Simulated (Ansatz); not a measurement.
SiB$_{12}$C$_{2}$ in space group R-3m (No. 166; B on 18h, B on 18h, C on 6c, Si on 3b) at seven volumes, PBE in the plane-wave PAW code Ansatz, shape and atoms relaxed at each. One row is withheld.

```
V (Å³/atom)  P (GPa)
-----------  -------
7.073              ?
7.306          14.82
7.539           6.91
7.772           0.00
8.006          -6.04
8.239         -11.33
8.472         -15.94
```

**Question.** Fit the shown pressures and predict the withheld one.

**Answer.** Third-order Birch–Murnaghan: P = (3/2)B₀(x^(7/2) − x^(5/2))[1 + (3/4)(B′ − 4)(x − 1)] with x = (V₀/V)^(2/3). Least squares on the six rows gives V₀ = 7.772 Å³/atom, B₀ = 215.1 GPa, B′ = 3.49. At V = 7.073, x = 1.0648 and P = 23.87 GPa. The run itself gave 23.87 GPa.

The start of the workflow was typed in or built on a structure type; neither database checked (COD, Materials Project) lists it. Its standing as an ambient phase is unchecked. The PBE relaxation kept the symmetry of its start; its stability against distortions is not shown here.

Potentials: the earlier of the program's two PAW sets.
